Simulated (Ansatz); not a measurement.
All numbers below come from Ansatz, DFT PBE, scalar-relativistic, plane waves, PAW. Settings: cutoff 420 eV, Γ-centred meshes spaced at most about 0.3 Å⁻¹, and about 0.25 Å⁻¹ or finer for metals (2π included), Gaussian smearing. No spin polarisation in the final relaxations.

All energies are static (0 K, no zero-point motion).

Two relaxed structures of IrRh4:

A.

```xyz
10
Lattice="2.7306 0.0000 0.0000 -1.3653 2.3648 0.0000 0.0000 0.0000 21.9726" Properties=species:S:1:pos:R:3 pbc="T T T"
Ir    0.0000    1.5765   16.4795
Ir    1.3653    0.7883    5.4932
Rh    0.0000    1.5765   20.8802
Rh    0.0000    1.5765    3.2968
Rh    0.0000    1.5765    7.6895
Rh    0.0000    1.5765   12.0787
Rh    1.3653    0.7883    1.0924
Rh    1.3653    0.7883    9.8939
Rh    1.3653    0.7883   14.2831
Rh    1.3653    0.7883   18.6758
```

B.

```xyz
5
Lattice="-3.0336 3.0336 1.9175 3.0336 -3.0336 1.9175 3.0336 3.0336 -1.9175" Properties=species:S:1:pos:R:3 pbc="T T T"
Ir    0.0000    0.0000    0.0000
Rh    0.6148    1.8160    1.9175
Rh    2.4189    1.2176    0.0000
Rh    1.8160   -0.6148    1.9175
Rh    1.2176    3.6484    0.0000
```

Question: Which is lower in energy, and by how much?

Answer: B is lower, by 49 meV/atom. A has Ir and Rh ordered on hcp sites, space group P6_3/mmc (No. 194), 14.2 Å³/atom and no gap on its mesh; B has Ir and Rh ordered on fcc sites, space group I4/m (No. 87), 14.1 Å³/atom and no gap. Counting all near atoms (those within 1.25 times the shortest distance at each site), A and B both have Ir 12, Rh 12. Both come from invented guesses.

These runs have no spin–orbit coupling, which can matter for Ir. Cells relaxed within their symmetry can be saddle points.
